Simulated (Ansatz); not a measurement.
# SnO2 (I4_1/amd), zone-centre modes

The calculation used DFT LDA, scalar-relativistic, plane waves, PAW in Ansatz. The runs took a 420 eV cutoff, a Γ-centred 10×10×10 mesh and Gaussian smearing (0.05 eV). No spin polarisation.

The starting cell (relaxed at this level; this form isn't the usual structure):

```
CELL_PARAMETERS angstrom
-1.98611 1.98611 5.09017
1.98611 -1.98611 5.09017
1.98611 1.98611 -5.09017
ATOMIC_POSITIONS crystal
Sn 0.75000 0.25000 0.50000
Sn 0.00000 0.00000 0.00000
O 0.79700 0.79700 0.00000
O 0.95300 0.45300 0.50000
O 0.20300 0.20300 0.00000
O 0.54700 0.04700 0.50000
```

Harmonic modes by finite displacements of 0.02 Å, without the LO–TO term.

At this geometry, is the structure stable against these modes?

Yes: no mode is imaginary beyond 10 cm⁻¹, and only the three translations lie near zero.

List the wavenumbers in cm⁻¹.

0, 0, 0, 148, 148, 178, 178, 247, 247, 284, 443, 515, 525, 574, 584, 584, 744, 744.

Cost: 1 run of about 5.4 core-minutes, on Intel Xeon Platinum 8375C (Ice Lake) (shared hosts).